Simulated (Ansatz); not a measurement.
SnRu$_{3}$C:
Space group Pm-3m (No. 221); a = b = c = 4.047 Å, α = β = γ = 90.00°

```
atom  site  symmetry       x       y       z
----  ----  --------  ------  ------  ------
Sn      1a      m-3m  0.0000  0.0000  0.0000
Ru      3c    4/mm.m  0.0000  0.5000  0.5000
C       1b      m-3m  0.5000  0.5000  0.5000
```

This is the PBEsol-relaxed structure.

Problem. All from the program Ansatz at the PBEsol level (PAW), unless another level is named. Estimate the electronic character.

Solution. metallic (no gap).

Problem. Next, the formation energy from the elements (no fitted shifts)?

Solution. 0.020 eV/atom.

Problem. What about the density of states at the Fermi level?

Solution. 0.27 states/eV per atom (mean over ±0.08 eV).

Problem. What about the gap with spin–orbit coupling?

Solution. none (metallic).

The start of the workflow was typed in or built on a structure type; neither database checked (COD, Materials Project) lists it. Its standing as an ambient phase is unchecked. The PBEsol relaxation kept the symmetry of its start; whether a distortion lowers the energy is not shown. No spin polarisation was allowed. The references are the lowest solids computed at this level, not always the standard phases. Spin–orbit coupling is left out wherever it is not named.

Potentials: the later of the program's two PAW sets.
